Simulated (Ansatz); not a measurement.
Calculated electric field gradients for SiO2

The cell is a structure deposited in the COD, atoms as given.

```
CELL_PARAMETERS angstrom
4.90800 0.00000 0.00000
0.00000 4.90800 0.00000
0.00000 0.00000 6.78400
ATOMIC_POSITIONS crystal
Si 0.30830 0.30830 0.00000
Si 0.19170 0.80830 0.25000
Si 0.69170 0.69170 0.50000
Si 0.80830 0.19170 0.75000
O 0.23870 0.11610 0.18650
O 0.38390 0.73870 0.43650
O 0.76130 0.88390 0.68650
O 0.61610 0.26130 0.93650
O 0.73870 0.38390 0.56350
O 0.88390 0.76130 0.31350
O 0.26130 0.61610 0.06350
O 0.11610 0.23870 0.81350
```

Atoms are numbered from 1 in the order listed; like atoms form one site, named after its first atom.

The numbers come from a DFT calculation in Ansatz (PBE, plane waves and PAW (field gradients read without the response of the frozen cores, which leaves them typically 4 to 6 % off), scalar-relativistic, 420 eV cutoff, Γ-centred 5×5×4 k-points, Fermi–Dirac smearing 0.02 eV).

C_Q = eQV_zz/h, which is 24.18 MHz for Q = 1 b and V_zz = 10²¹ V/m²; η = (V_xx − V_yy)/V_zz. Directions are in the Cartesian axes of the cell vectors above, for the atom listed; none is given where the gradient is under 0.02 or η is above 0.95.

```csv
site,first atom,first shell,V_zz (10²¹ V/m²),η,"direction of V_zz (x, y, z)"
Si,1,4 O at 1.59–1.61 Å,-1.09,0.73,0.64 -0.64 -0.42
O,5,"2 Si at 1.59–1.61 Å, angle 143°",9.06,0.20,0.19 0.80 -0.57
```

At O V_zz runs parallel to the line that joins its two neighbours (within 1°).

The calculated pressure of 10 GPa (PBE) comes largely from the unrelaxed atoms: it is 2.2 GPa once they are relaxed in the same cell. The largest force is 0.9 eV/Å, so the atoms aren't at the calculated equilibrium and relaxing them would move these values. The cell is 5 % smaller than that of α-cristobalite at ambient conditions, so the entry probably stands for a crystal under pressure.

Hardware: 1 thread of Intel Xeon Platinum 8488C (Sapphire Rapids) (x86_64; 16 cores open to the job, memory cap 3.0 GiB, no GPU), a shared host with a load of 0.2 a core. Wall time 9.1 s, CPU time 9 s, peak memory 0.44 GiB.
